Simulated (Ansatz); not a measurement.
CsPbCl$_{3}$:
```yaml
crystal:
  lattice:
    - [5.51682, 0.00000, 0.00000]
    - [0.00000, 5.51682, 0.00000]
    - [0.00000, 0.00000, 5.51682]
  atoms:
    - { symbol: Cs, position: [0.00000, 0.00000, 0.00000] }
    - { symbol: Pb, position: [0.50000, 0.50000, 0.50000] }
    - { symbol: Cl, position: [0.00000, 0.50000, 0.50000] }
    - { symbol: Cl, position: [0.50000, 0.50000, 0.00000] }
    - { symbol: Cl, position: [0.50000, 0.00000, 0.50000] }
```

Relaxed with LDA.

**Question.** Decompose the optical modes at the zone centre into irreducible representations, and say which are infrared and Raman allowed.

**Answer.** Point group m-3m: Γ_opt = 3T1u + T2u. Infrared: T1u. Raman: none.

**Question.** Assign frequencies (DFPT, DFT-LDA in the program Ansatz with PAW potentials; without the LO–TO term).

**Answer.** T1u 25i, T2u 9i, T1u 47, T1u 166 cm⁻¹.

Space group Pm-3m (cubic perovskite). This is a known high-temperature phase of the composition, computed here at zero pressure and temperature. The cell was relaxed with LDA under the symmetry of its start. At this level the phase is dynamically unstable (imaginary phonons). Scalar-relativistic: spin–orbit coupling is off unless named, which matters more the heavier the elements.

Potentials: the later of the program's two PAW sets.
